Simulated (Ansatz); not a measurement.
Mo2C in space group P-3m1 (No. 164; Mo on 2d, C on 1b) under volume change, PBEsol in the plane-wave PAW code Ansatz, shape and atoms relaxed at each volume.

| V (Å³/atom) | E − E(relaxed) (meV/atom) | P (GPa) |
|---|---|---|
| 11.156 | 106.9 | 33.84 |
| 11.524 | 44.7 | 20.67 |
| 11.892 | 10.5 | 9.45 |
| 12.260 | 0.0 | 0.00 |
| 12.627 | 9.4 | -7.94 |
| 12.995 | 35.4 | -14.59 |
| 13.363 | 75.5 | -20.13 |

**Question.** What does a third-order Birch–Murnaghan fit give for V₀, B₀ and B′?

**Answer.** V₀ = 12.26 Å³/atom, B₀ = 287 GPa, B′ = 4.7.

The workflow started from a Materials Project entry (that database holds measured and hypothetical structures alike); the Crystallography Open Database copy checked does not list it. COD files the formula under space group No. 60, so this cell is another polymorph or a model. Its standing as an ambient phase is unchecked. The cell was relaxed with PBEsol under the symmetry of its start; of distortions, only those at the zone centre were tested. The run is not spin-polarised.

Potentials: the later of the program's two PAW sets.
